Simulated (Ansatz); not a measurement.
The start is a randomly generated symmetric cell of ZrSi2 (space group No. 82). The structure is fully relaxed (lattice and positions, P = 0) with r2SCAN (plane waves to 500 eV, PAW, scalar-relativistic; Ansatz, a quantum-chemistry and plane-wave program). The first steps use a coarse 10×10×10 k-mesh.

The start:
```yaml
crystal:
  lattice:
    - [-4.95027, 4.95027, 1.15371]
    - [4.95027, -4.95027, 1.15371]
    - [4.95027, 4.95027, -1.15371]
  atoms:
    - { symbol: Si, position: [0.32653, 0.17585, 0.70700] }
    - { symbol: Si, position: [0.46884, 0.61953, 0.29300] }
    - { symbol: Si, position: [0.82415, 0.53116, 0.15069] }
    - { symbol: Si, position: [0.38047, 0.67347, 0.84931] }
    - { symbol: Zr, position: [0.75000, 0.25000, 0.50000] }
    - { symbol: Zr, position: [0.50000, 0.50000, 0.00000] }
```

Question: What symmetry does the relaxed structure have?

Answer: The space group goes from I-4 (No. 82) to I-42d (No. 122), with 6 atoms in the primitive cell.

Question: How do the shortest distances between atoms change?

Answer: The closest pairs of elements (up to four, under 3.6 Å), start → end: Si–Si 2.31 → 2.53 Å; Zr–Zr 2.31 → 2.80 Å; Si–Zr 2.32 → 2.77 Å.

Question: What band gap does the relaxed structure have at this level?

Answer: Zero (metallic).

Question: Give the final cell and atomic positions.

Answer: 
Space group I-42d (No. 122); a = b = 9.035 Å, c = 2.803 Å, α = β = γ = 90.00°

| atom | site | symmetry | x | y | z |
|---|---|---|---|---|---|
| Si | 8d | .2. | 0.1332 | 0.2500 | 0.1250 |
| Zr | 4b | -4.. | 0.0000 | 0.0000 | 0.5000 |
(The calculation used a cell of 6 atoms; values per cell refer to that cell.)

Final values are on a 17×17×17 k-mesh of the relaxed cell. The start holds a very short contact (Si–Si 2.31 Å). No spin polarisation in the result.

The run could not lose the symmetry of its start: the end is stationary, and may be a saddle point rather than a minimum.

The relaxed structure here is a generated cell of ZrSi2: the first start was made by a random draw of sites in a space group, and the end was not matched to a known phase here, so it may be hypothetical.
